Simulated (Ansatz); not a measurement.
YSiNO₂:
Space group P4/mmm (No. 123); a = 3.578 Å, b = 3.578 Å, c = 3.697 Å, α = 90.00°, β = 90.00°, γ = 90.00°

```json
[
 {"atom": "Y", "site": "1b", "symmetry": "4/mmm", "x": "0.0000", "y": "0.0000", "z": "0.5000"},
 {"atom": "Si", "site": "1c", "symmetry": "4/mmm", "x": "0.5000", "y": "0.5000", "z": "0.0000"},
 {"atom": "N", "site": "1d", "symmetry": "4/mmm", "x": "0.5000", "y": "0.5000", "z": "0.5000"},
 {"atom": "O", "site": "2f", "symmetry": "mmm.", "x": "0.0000", "y": "0.5000", "z": "0.0000"}
]
```

This is the r²SCAN-relaxed structure.

### Question
All from DFT-r²SCAN in the program Ansatz with PAW potentials, unless another level is named. Estimate the electron effective mass.

### Answer
0.36, 0.36, 0.43 mₑ (principal values).

### Question
And the HSE06 gap on the r²SCAN cell?

### Answer
2.89 eV.

### Question
What about the weight of the conduction-edge state by species (Voronoi cells)?

### Answer
Y 64 %, O 19 %, N 17 %.

### Question
Next, the weight of the valence-edge state by species (Voronoi cells)?

### Answer
N 66 %, O 30 %, Y 3 %.

### Question
Give the valence-band maximum.

### Answer
at A.

The start of the workflow was typed in or built on a structure type; neither database checked (COD, Materials Project) lists it. COD files the formula under space group No. 15, 63, so this cell is another polymorph or a model. Whether it is the stable phase at ambient conditions was not checked. The r²SCAN relaxation kept the symmetry of its start; its stability against distortions is not shown here. No spin polarisation was allowed. Spin–orbit coupling is left out wherever it is not named.

Potentials: the earlier of the program's two PAW sets.
